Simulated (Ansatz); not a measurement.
## Computed properties of BP

BP:
```yaml
crystal:
  lattice:
    - [5.53237, 0.00000, 0.00000]
    - [0.00000, 5.53237, 0.00000]
    - [0.00000, 0.00000, 3.18736]
  atoms:
    - { symbol: B, position: [0.17841, 0.17841, 0.00000] }
    - { symbol: B, position: [0.82159, 0.82159, 0.00000] }
    - { symbol: P, position: [0.81929, 0.18071, 0.00000] }
    - { symbol: P, position: [0.18071, 0.81929, 0.00000] }
    - { symbol: P, position: [0.68071, 0.68071, 0.50000] }
    - { symbol: P, position: [0.31929, 0.31929, 0.50000] }
    - { symbol: B, position: [0.32159, 0.67841, 0.50000] }
    - { symbol: B, position: [0.67841, 0.32159, 0.50000] }
```

Space group P4_2/mnm (No. 136); conventional cell a = 5.5324 Å, b = 5.5324 Å, c = 3.1874 Å, α = 90.00°, β = 90.00°, γ = 90.00°.

Method: DFT-PBEsol in the program Ansatz with PAW potentials. Structure relaxed to zero pressure with the same functional. Other levels are named where they apply.

**Cell and energy**

```
Property                                                       Value
-----------------------------------------------------  -------------
Volume per atom                                             12.19 Å³
Density                                                   2.84 g/cm³
Formation energy from the elements (no fitted shifts)  -0.30 eV/atom
```

**Electronic structure**

```
Property                                                                                               Value
--------------------------------------------  --------------------------------------------------------------
Band gap                                                                                  0.26 eV (indirect)
Valence-band maximum                                                                                    at Γ
Conduction-band minimum                       on the Γ–Z line, 59 % of the way from Γ (2 equivalent valleys)
Smallest direct gap on the standard path                                                             1.21 eV
Electron effective mass                                               0.32, 0.32, 0.46 mₑ (principal values)
Hole effective mass, band 1 of 2 at the edge                                 0.50 along x, 0.71 along z (mₑ)
Hole effective mass, band 2 of 2 at the edge                                 0.23 along x, 0.71 along z (mₑ)
HSE06 gap on the PBEsol cell                                                                         1.05 eV
```

**Mechanics**

```
Quantity                                                                                                   Result
--------------------------------------------  -------------------------------------------------------------------
Bulk modulus (Birch–Murnaghan fit)                                                                      1550 kbar
Pressure derivative B′                                                                                        3.7
Elastic constants (relaxed ions, GPa)         C11 = 313, C12 = 86.6, C13 = 47.7, C33 = 414, C44 = 135, C66 = 79.5
Mechanical stability                                                       stable (all eigenvalues of C positive)
Hill bulk and shear moduli                                                                        156 and 123 GPa
Young's modulus                                                                                           292 GPa
Poisson's ratio                                                                                              0.19
Debye temperature from the elastic constants                                                                938 K
```

**Dielectric response**

```
Item                                                                         Result
--------------------------------------------------------  -------------------------
Electronic dielectric constant ε∞ (DFPT)                  9.33 (xx = yy), 8.39 (zz)
Static dielectric constant ε0 (ions relaxed, cell fixed)  9.46 (xx = yy), 8.51 (zz)
Born charges (a third of the trace)                              B -0.53, P +0.53 e
```

**Phonons**

```
Property                                                                  Result
--------------------------------------------------  ----------------------------
Highest zone-centre frequency (without LO–TO term)                      860 cm⁻¹
Zone-centre stability                                     no imaginary mode at Γ
Dynamical stability on the path                     stable (no imaginary branch)
Zero-point energy                                                  98.6 meV/atom
Vibrational entropy at 300 K                             10.8 J/(K·mol of atoms)
```

The start of the workflow was typed in or built on a structure type; neither database checked (COD, Materials Project) lists it. It is not the phase usual at ambient conditions (space group No. 216). The PBEsol relaxation kept the symmetry of its start. The references are the lowest solids computed at this level, not always the standard phases.

Potentials: the earlier of the program's two PAW sets. The files were generated under PBE; for other functionals the program regenerates the frozen cores, and for LDA and PBEsol the local potential too.
